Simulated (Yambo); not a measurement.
```
CELL_PARAMETERS angstrom
      3.98840     0.00000     0.00000
     -1.99420     3.45406     0.00000
      0.00000     0.00000     6.35681
ATOMIC_POSITIONS crystal
  Mg 0.66667 0.33333 0.49637
  Mg 0.33333 0.66667 0.99637
  S  0.33333 0.66667 0.37862
  S  0.66667 0.33333 0.87862
```

MgS (wurtzite, space group P6_3mc, No. 186): mean Im ε in 1 eV windows above the direct gap of 5.29 eV, for different electron-hole kernels (Yambo, broadening 0.15 eV, LDA (pw.x of Quantum ESPRESSO, ONCV potentials, no spin-orbit coupling) bands; 9×9×6 mesh, 6 valence and 4 conduction bands, static screening with 49 bands and a 4 Ry block, scissor 1.97 eV, Tamm-Dancoff; field along x).

| window (eV) | independent quasiparticles | TDDFT, adiabatic LDA kernel | RPA (no attraction) | BSE |
|---|---|---|---|---|
| 5.3 to 6.3 | 0.8 | 0.8 | 0.7 | 6.1 |
| 6.3 to 7.3 | 3.0 | 2.9 | 2.4 | 8.4 |
| 7.3 to 8.3 | 8.5 | 7.4 | 6.6 | 4.2 |
| 8.3 to 9.3 | 7.1 | 5.8 | 5.9 | 4.1 |

This run doesn't resolve bound excitons or single peaks, so only averages are given, and they too depend on the mesh; weight that the attraction moves below the gap isn't listed. All transitions below 9.73 eV are in the band window. The scissor comes from a G0W0 run whose convergence isn't established.

Geometry relaxed with LDA.

This is not the ordinary phase of the substance; no match was found in the copy of COD used, and its stability was not checked.
